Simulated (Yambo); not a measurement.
GaN (zinc blende, space group F-43m, No. 216): a test of whether the lowest BSE state is resolved, against the k mesh (Yambo, LDA bands; otherwise 3 valence and 1 conduction bands, static screening with 17 bands and a 4 Ry block, scissor 0.78 eV, Tamm-Dancoff).

| k mesh | direct gap (eV) | lowest state (eV) | difference (eV) | k points taking part | rough cost |
|---|---|---|---|---|---|
| 4×4×4 | 2.79 | 2.43 | 0.36 | 1.0 | about 1/10 |
| 6×6×6 | 2.79 | 2.46 | 0.34 | 1.0 | about 1/6 |
| 8×8×8 | 2.79 | 2.52 | 0.27 | 1.0 | about 1/2 |
| 10×10×10 | 2.79 | 2.57 | 0.23 | 1.0 | 1 |

The last step moves the difference by 0.05 eV. Even the densest mesh doesn't resolve the state: none of these energies is a result, and the difference is no binding energy.

These are vertical excitations (zero momentum). The scissor comes from a G0W0 run whose convergence isn't established; costs are rough.

Spin-orbit splittings are left out.

The standard potential for Ga keeps a d shell in the valence without the s and p states of that shell. In tests on such compounds this moved G0W0 gaps by up to about 0.9 eV, so absolute quasiparticle energies here are unreliable; differences between settings are what counts.

Geometry relaxed with LDA; primitive cell a = 3.1487 Å, b = 3.1487 Å, c = 3.1487 Å, α = 60.00°, β = 60.00°, γ = 60.00°.

This is not the ordinary phase of the substance; no match was found in the copy of COD used, and its stability was not checked.
